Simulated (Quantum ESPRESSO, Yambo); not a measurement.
# BN: DFT and GW levels

```xyz
4
Lattice="2.5124 0.0000 0.0000 -1.2562 2.1758 0.0000 0.0000 0.0000 7.7073" Properties=species:S:1:pos:R:3 pbc="T T T"
B      0.0000     1.4506     1.9268
B      1.2562     0.7253     5.7804
N      0.0000     1.4506     5.7804
N      1.2562     0.7253     1.9268
```

The geometry is that of Materials Project entry mp-984, symmetrised and not relaxed again.

Starting point: PBEsol (Quantum ESPRESSO, PseudoDojo norm-conserving, 84 Ry, without SOC). G0W0 in Yambo: 6×6×2 Γ-centred k mesh, 94 bands and a 10 Ry block in the screening, 94 bands in G with the Bruneval-Gonze terminator, plasmon pole fitted at 27.2 eV.

The PBEsol gap along the band path comes out as 4.42 eV and the PBEsol gap between the mesh's edge points (H → M) is 4.42 eV. The G0W0 gap between the same points is 6.22 eV and the PBEsol smallest direct gap on the mesh (at H) is 4.61 eV. The G0W0 direct gap at that point is 6.51 eV. The smallest G0W0 gap among all computed states (the edges move to other k points) comes out as 5.76 eV.

```tsv
k point	band	E PBEsol (eV)	E QP (eV)	shift (eV)	Z
Γ	VB	-1.32	-2.56	-1.24	0.81
Γ	CB	4.49	4.80	0.31	0.86
A	VB	-1.32	-2.56	-1.24	0.81
A	CB	6.11	6.61	0.50	0.85
M	VB	-0.70	-1.75	-1.05	0.80
M	CB	4.42	5.27	0.84	0.84
L	VB	-0.91	-2.00	-1.09	0.81
L	CB	4.70	5.61	0.90	0.84
K	VB	-0.01	-0.97	-0.96	0.81
K	CB	4.66	5.61	0.95	0.83
H	VB	0.00	-0.96	-0.96	0.81
H	CB	4.61	5.55	0.93	0.83
```

Energies count from the PBEsol valence-band maximum.

Nearest settings tried, and what they do to the gap: 59 bands in W, 59 bands in G: -2 meV; 8 Ry block (121 vectors against 177): -60 meV. Not varied: mesh. So the settings aren't converged at that level.

The distance between layers or molecules is the database entry's, not relaxed here. Functionals without dispersion can leave it too large, which widens gaps and weakens the response across layers: the numbers belong to this cell.
